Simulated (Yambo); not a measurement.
A BSE run in Yambo for ScF$_{3}$ (ReO3 type, space group Pm-3m, No. 221) (LDA bands; 6×6×6 mesh, 9 valence and 6 conduction bands, static screening with 39 bands and a 4 Ry block, scissor 5.19 eV, Tamm-Dancoff; field along x) gives:

```tsv
state	energy (eV)	states within 2 meV	relative strength	class
1	9.69	2	< 0.01	dark
2	9.71	1	< 0.01	dark
3	9.73	3	< 0.01	dark
4	9.81	3	1.00	strong
5	9.81	3	< 0.01	dark
```

What changes when the screening block is changed to 1 Ry?

The lowest state goes from 9.693 eV to 9.706 eV, and its distance below the direct gap from 2.447 eV to 2.434 eV. These are vertical excitations (zero momentum); the indirect quasiparticle gap, about 11.60 eV, is smaller than the direct one (12.14 eV on the GW mesh). The scissor comes from a G0W0 run whose convergence isn't established.

Geometry relaxed with LDA; primitive cell a = b = c = 3.9701 Å, α = β = γ = 90.00°.
